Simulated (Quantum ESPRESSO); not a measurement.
# Computed records: MgIn2GeAs4 (made-up cell), MgAl3N4 (made-up cell)

Computed with Quantum ESPRESSO 7.5. Calculation on a made-up crystal cell, not a measurement, the moved input of one more run found from cubic fits through the family: the fits match the computed values on one interval only; periodic Kohn-Sham density functional theory in plane waves with PseudoDojo standard norm-conserving scalar-relativistic pseudopotentials, each functional with its own files (v0.5 for PBE, v0.4.1 for LDA and PBEsol), no spin polarisation, no spin-orbit coupling, atoms not relaxed, stress positive in tension, energies less a fixed whole-eV offset for each atom's element; levels are Kohn-Sham levels at fractions of this cell's reciprocal vectors, counted from the reference band (half the neutral cell's valence electrons, rounded up) at Gamma; error bars cover cutoff and k-mesh only, not smearing or the files; added strain carries the atoms with the cell, and shear is the tensor component; each bar is the largest change over components, and at least 0.002 eV, 0.002 eV per angstrom or 0.02 GPa; energies are for the whole cell, and the offsets were chosen from early runs and are not element reference energies.

Settings shared by all entries: functional pbe; cutoff 1143 eV; fermi dirac smearing 0.1 eV; scf tolerance 1e-07 eV; electrons removed 0; moved input added strain, zz; k mesh 6 x 6 x 6, shifted by half a step; structure shown one run of the family, not the further run.

(1) 
```cif
# cell vector a (Å): 6.0603 0.0000 0.0000
# cell vector b (Å): 0.0000 6.0603 0.0000
# cell vector c (Å): 0.0000 0.0000 6.0494
data_MgIn2GeAs4
_symmetry_space_group_name_H-M 'P 1'
_symmetry_Int_Tables_number 1
_cell_length_a 6.0603
_cell_length_b 6.0603
_cell_length_c 6.0494
_cell_angle_alpha 90.000
_cell_angle_beta 90.000
_cell_angle_gamma 90.000
_cell_volume 222.18
loop_
_atom_site_label
_atom_site_type_symbol
_atom_site_fract_x
_atom_site_fract_y
_atom_site_fract_z
_atom_site_occupancy
In1 In 0.00323 0.99251 0.98168 1
Mg1 Mg 0.00683 0.48943 0.50555 1
In2 In 0.49725 0.97908 0.50613 1
Ge1 Ge 0.51529 0.48105 0.00747 1
As1 As 0.23326 0.24223 0.26257 1
As2 As 0.25619 0.72450 0.75517 1
As3 As 0.75727 0.24949 0.74593 1
As4 As 0.75778 0.76669 0.24781 1
_calc_lattice_type 'zincblende/diamond'
_calc_moved_input_in_the_structure_shown -0.0018
_calc_further_run_stress_zz 0.44  # GPa
_calc_further_run_pressure -0.39  # GPa
_calc_further_run_stress_xx 0.35  # GPa
_calc_further_run_stress_yy 0.4  # GPa
_calc_moved_input_of_the_further_run 0.0123
_calc_interval_low 0.01147
_calc_interval_high 0.01313
_calc_energy_against_integrated_force_or_stress 0.0004897  # eV
_calc_error_bar_energy 0.002218  # eV
_calc_error_bar_stress 0.02  # GPa
```

Atoms:
```csv
atoms element,atom site,atom energy offset (eV)
In,1,-1808
Mg,2,-1617
In,3,-1808
Ge,4,-2430
As,5,-2887
As,6,-2887
As,7,-2887
As,8,-2887
```

Family:
```csv
moved input,stress zz (GPa),pressure (GPa),stress xx (GPa),stress yy (GPa)
-0.0219,-2.07,1.36,-1.04,-0.98
-0.019,-1.85,1.2,-0.91,-0.85
-0.007,-0.95,0.56,-0.39,-0.34
-0.0018,-0.57,0.29,-0.18,-0.13
0.0151,0.64,-0.52,0.45,0.49
0.0183,0.86,-0.67,0.55,0.6
```

(2) 
```cif
# cell vector a (Å): 4.1471 0.0000 0.0000
# cell vector b (Å): 0.0000 4.1471 0.0000
# cell vector c (Å): 0.0000 0.0000 4.1297
data_MgAl3N4
_symmetry_space_group_name_H-M 'P 1'
_symmetry_Int_Tables_number 1
_cell_length_a 4.1471
_cell_length_b 4.1471
_cell_length_c 4.1297
_cell_angle_alpha 90.000
_cell_angle_beta 90.000
_cell_angle_gamma 90.000
_cell_volume 71.02
loop_
_atom_site_label
_atom_site_type_symbol
_atom_site_fract_x
_atom_site_fract_y
_atom_site_fract_z
_atom_site_occupancy
Al1 Al 0.99067 0.00434 0.00465 1
Mg1 Mg 0.99790 0.49912 0.49544 1
Al2 Al 0.50795 0.99916 0.50510 1
Al3 Al 0.51050 0.50037 0.00022 1
N1 N 0.49760 0.00639 0.99194 1
N2 N 0.50524 0.50252 0.50507 1
N3 N 0.00543 0.00116 0.50328 1
N4 N 0.00234 0.49654 0.00259 1
_calc_lattice_type 'rocksalt'
_calc_moved_input_in_the_structure_shown -0.0042
_calc_further_run_stress_zz -1.54  # GPa
_calc_further_run_pressure 0.15  # GPa
_calc_further_run_stress_xx 0.56  # GPa
_calc_further_run_stress_yy 0.52  # GPa
_calc_moved_input_of_the_further_run -0.0075
_calc_interval_low -0.007648
_calc_interval_high -0.007354
_calc_energy_against_integrated_force_or_stress 0.000324  # eV
_calc_error_bar_energy 0.004652  # eV
_calc_error_bar_stress 0.02  # GPa
```

Atoms:
```csv
atoms element,atom site,atom energy offset (eV)
Al,1,-64
Mg,2,-1617
Al,3,-64
Al,4,-64
N,5,-283
N,6,-283
N,7,-283
N,8,-283
```

Family:
```csv
moved input,stress zz (GPa),pressure (GPa),stress xx (GPa),stress yy (GPa)
-0.0197,-6.76,3.05,-1.17,-1.21
-0.0156,-4.92,2.04,-0.58,-0.62
-0.0042,-0.26,-0.58,1.01,0.97
0.0046,2.92,-2.42,2.19,2.15
0.0102,4.76,-3.51,2.91,2.87
0.0171,6.86,-4.8,3.78,3.75
```
